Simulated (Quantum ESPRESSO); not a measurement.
## AlGe3Si3N (input and log of a self-consistent run)

A calculation, not a measurement. The program is pw.x of Quantum ESPRESSO 7.5 (plane-wave density functional theory). The cell is made up: 8 atoms on a zincblende/diamond lattice, with randomly drawn elements, strain and displacements, not relaxed. PseudoDojo standard norm-conserving files (v0.5 for PBE, v0.4.1 for LDA and PBEsol) set the functional; there is no spin polarisation, spin-orbit coupling or dispersion term, and the masses in the input are unused placeholders.

Input:

```
&control calculation='scf', pseudo_dir='./dojo.nc.sr.pbe.v0_5.standard.upf', outdir='./o', disk_io='medium', tprnfor=.true., tstress=.true. /
&system ibrav=0, nat=8, ntyp=4, nbnd=41, ecutwfc=84.00895049, nosym=.true., tot_charge=0,
 occupations='smearing', smearing='fd', degauss=0.0073498644
/
&electrons conv_thr=7.350e-09, electron_maxstep=60, /
ATOMIC_SPECIES
Al 1.0 Al.upf
Ge 1.0 Ge.upf
N 1.0 N.upf
Si 1.0 Si.upf
CELL_PARAMETERS angstrom
5.4545 0.0 0.0
0.0 5.4545 0.0
0.0 0.0 5.4545
ATOMIC_POSITIONS angstrom
Al 0.2171 0.1152 -0.1279
Ge 0.0178 2.7372 2.7894
Ge 2.7057 -0.0237 2.7091
Ge 2.6687 2.8124 -0.0853
Si 1.2481 1.3688 1.3869
N 1.417 4.2615 4.2454
Si 4.1125 1.4266 4.1388
Si 3.9107 4.1947 1.5395
K_POINTS automatic
6 6 6 1 1 1
```

The log is shortened where brackets say so; the opening notice, blank lines, dates and the lines on written files are dropped, and the path of the files is cut. It prints rydbergs, bohrs and kilobars, and counts compression as positive stress.

```
     Program PWSCF v.7.5
     Parallel version (MPI & OpenMP), running on       1 processor cores
     Number of MPI processes:                 1
     Threads/MPI process:                     1
     [start-up lines left out]
     bravais-lattice index     =            0
     lattice parameter (alat)  =      10.3075  a.u.
     unit-cell volume          =    1095.1193 (a.u.)^3
     number of atoms/cell      =            8
     number of atomic types    =            4
     number of electrons       =        62.00
     number of Kohn-Sham states=           41
     kinetic-energy cutoff     =      84.0090  Ry
     charge density cutoff     =     336.0358  Ry
     scf convergence threshold =      7.3E-09
     mixing beta               =       0.7000
     number of iterations used =            8  plain     mixing
     Exchange-correlation= PBE
                           (   1   4   3   4   0   0   0)
     [axes and pseudopotential details left out]
   Cartesian axes
     site n.     atom                  positions (alat units)
         1        Al     tau(   1) = (   0.0398020   0.0211202  -0.0234485  )
         2        Ge     tau(   2) = (   0.0032634   0.5018242   0.5113943  )
         3        Ge     tau(   3) = (   0.4960491  -0.0043450   0.4966725  )
         4        Ge     tau(   4) = (   0.4892657   0.5156110  -0.0156385  )
         5        Si     tau(   5) = (   0.2288202   0.2509488   0.2542671  )
         6        N      tau(   6) = (   0.2597855   0.7812815   0.7783298  )
         7        Si     tau(   7) = (   0.7539646   0.2615455   0.7587863  )
         8        Si     tau(   8) = (   0.7169676   0.7690347   0.2822440  )
     number of k points=   108  Fermi-Dirac smearing, width (Ry)=  0.0073
     Number of k-points >= 100: set verbosity='high' to print them.
     Dense  grid:   113801 G-vectors     FFT dimensions: (  64,  64,  64)
     Estimated max dynamical RAM per process >     155.68 MB
     Initial potential from superposition of free atoms
     starting charge      61.9932, renormalised to      62.0000
     Starting wfcs are   47 randomized atomic wfcs
     total cpu time spent up to now is       45.1 secs
     per-process dynamical memory:    91.4 Mb
     Self-consistent Calculation
     iteration #  1     ecut=    84.01 Ry     beta= 0.70
     Davidson diagonalization with overlap
     ethr =  1.00E-02,  avg # of iterations =  3.9
     total cpu time spent up to now is      174.7 secs
     total energy              =    -586.09322171 Ry
     estimated scf accuracy    <       0.70002752 Ry
     iteration #  2     ecut=    84.01 Ry     beta= 0.70
     Davidson diagonalization with overlap
     ethr =  1.13E-03,  avg # of iterations =  5.3
     total cpu time spent up to now is      298.3 secs
     total energy              =    -585.84037907 Ry
     estimated scf accuracy    <       4.06783351 Ry
     iteration #  3     ecut=    84.01 Ry     beta= 0.70
     Davidson diagonalization with overlap
     ethr =  1.13E-03,  avg # of iterations =  3.6
     total cpu time spent up to now is      410.7 secs
     total energy              =    -586.42369568 Ry
     estimated scf accuracy    <       0.09594800 Ry
     iteration #  4     ecut=    84.01 Ry     beta= 0.70
     Davidson diagonalization with overlap
     ethr =  1.55E-04,  avg # of iterations =  3.2
     total cpu time spent up to now is      527.2 secs
     total energy              =    -586.44144348 Ry
     estimated scf accuracy    <       0.00949889 Ry
     iteration #  5     ecut=    84.01 Ry     beta= 0.70
     Davidson diagonalization with overlap
     ethr =  1.53E-05,  avg # of iterations =  7.2
     total cpu time spent up to now is      656.9 secs
     total energy              =    -586.44300431 Ry
     estimated scf accuracy    <       0.00185452 Ry
     iteration #  6     ecut=    84.01 Ry     beta= 0.70
     Davidson diagonalization with overlap
     ethr =  2.99E-06,  avg # of iterations =  3.8
     total cpu time spent up to now is      772.3 secs
     total energy              =    -586.44341338 Ry
     estimated scf accuracy    <       0.00016233 Ry
     iteration #  7     ecut=    84.01 Ry     beta= 0.70
     Davidson diagonalization with overlap
     ethr =  2.62E-07,  avg # of iterations =  2.1
     total cpu time spent up to now is      867.7 secs
     total energy              =    -586.44344925 Ry
     estimated scf accuracy    <       0.00001986 Ry
     iteration #  8     ecut=    84.01 Ry     beta= 0.70
     Davidson diagonalization with overlap
     ethr =  3.20E-08,  avg # of iterations =  2.3
     total cpu time spent up to now is      966.8 secs
     total energy              =    -586.44345485 Ry
     estimated scf accuracy    <       0.00000180 Ry
     iteration #  9     ecut=    84.01 Ry     beta= 0.70
     Davidson diagonalization with overlap
     ethr =  2.90E-09,  avg # of iterations =  2.6
     total cpu time spent up to now is     1063.9 secs
     total energy              =    -586.44345530 Ry
     estimated scf accuracy    <       0.00000013 Ry
     iteration # 10     ecut=    84.01 Ry     beta= 0.70
     Davidson diagonalization with overlap
     ethr =  2.16E-10,  avg # of iterations =  3.8
     total cpu time spent up to now is     1181.2 secs
     total energy              =    -586.44345534 Ry
     estimated scf accuracy    <       0.00000003 Ry
     iteration # 11     ecut=    84.01 Ry     beta= 0.70
     Davidson diagonalization with overlap
     ethr =  5.37E-11,  avg # of iterations =  2.0
     total cpu time spent up to now is     1273.9 secs
     End of self-consistent calculation
     Number of k-points >= 100: set verbosity='high' to print the bands.
     the Fermi energy is     6.9939 ev
!    total energy              =    -586.44345535 Ry
     estimated scf accuracy    <          3.4E-09 Ry
     smearing contrib. (-TS)   =      -0.00507566 Ry
     internal energy E=F+TS    =    -586.43837969 Ry
     The total energy is F=E-TS. E is the sum of the following terms:
     one-electron contribution =    -335.01874289 Ry
     hartree contribution      =     202.78881166 Ry
     xc contribution           =    -148.14571655 Ry
     ewald contribution        =    -306.06273191 Ry
     convergence has been achieved in  11 iterations
     Forces acting on atoms (cartesian axes, Ry/au):
     atom    1 type  1   force =    -0.02067591   -0.12107002   -0.04863552
     atom    2 type  2   force =    -0.00256479    0.07427734    0.01226862
     atom    3 type  2   force =    -0.10777289    0.08953286    0.13301468
     atom    4 type  2   force =    -0.04099025    0.05251993    0.01707708
     atom    5 type  4   force =     0.06832572    0.04183742    0.03268491
     atom    6 type  3   force =    -0.00182776   -0.01548530   -0.00859364
     atom    7 type  4   force =    -0.02610606   -0.02247092   -0.01598857
     atom    8 type  4   force =     0.13161194   -0.09914130   -0.12182755
     Total force =     0.341201     Total SCF correction =     0.000233
     Computing stress (Cartesian axis) and pressure
          total   stress  (Ry/bohr**3)                   (kbar)     P=       12.01
   0.00006873  -0.00013957  -0.00008815           10.11      -20.53      -12.97
  -0.00013957   0.00000970   0.00032680          -20.53        1.43       48.07
  -0.00008815   0.00032680   0.00016642          -12.97       48.07       24.48
     init_run     :     39.15s CPU     44.98s WALL (       1 calls)
     electrons    :   1145.38s CPU   1228.73s WALL (       1 calls)
     forces       :     14.09s CPU     14.28s WALL (       1 calls)
     stress       :     51.35s CPU     51.55s WALL (       1 calls)
     [timing details left out]
     PWSCF        :  20m50.41s CPU  22m20.66s WALL
     JOB DONE.
```

In other units: free energy -7978.970 eV for the cell, pressure 1.20 GPa, largest force component 3.420 eV/Å. A rerun of this cell at 1437 eV and a 8 x 8 x 8 mesh moved values by no more than 0.004 eV in energy, 0.02 GPa in stress and 0.009 eV/Å in force.